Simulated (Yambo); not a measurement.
G0W0@PBEsol for CdZn3O4 (space group P3m1, No. 156) in Yambo. Reference settings: 6×6×1 Γ-centred k mesh, bands 17 to 231 and a 8 Ry block in the screening, 231 bands in G with the Bruneval-Gonze terminator, plasmon pole fitted at 27.2 eV. The PBEsol gap Γ → Γ on this mesh is 0.14 eV; G0W0 gaps are taken between the same points.

The settings were changed. The gap went from 0.88 eV to 1.00 eV, and the shift of the valence edge from -0.50 eV to -0.43 eV.

Question: Which change was made?
A. 3 Ry block
B. 122 bands in W
C. no terminator
D. 2 Ry block

Answer: B, 122 bands in W. The others gave (gap, valence shift): 3 Ry block: 0.82, -0.58 eV; no terminator: 0.75, -0.29 eV; 2 Ry block: 0.94, -0.70 eV.

Spin-orbit coupling is not included.

Geometry of the Materials Project entry, not relaxed at this level; primitive cell a = b = 3.364 Å, c = 11.024 Å, α = β = 90.00°, γ = 120.00°.

The structure is a Materials Project entry; no match was found in the copy of COD used, and its stability was not checked.

A shift is the quasiparticle energy of the state minus its PBEsol energy.
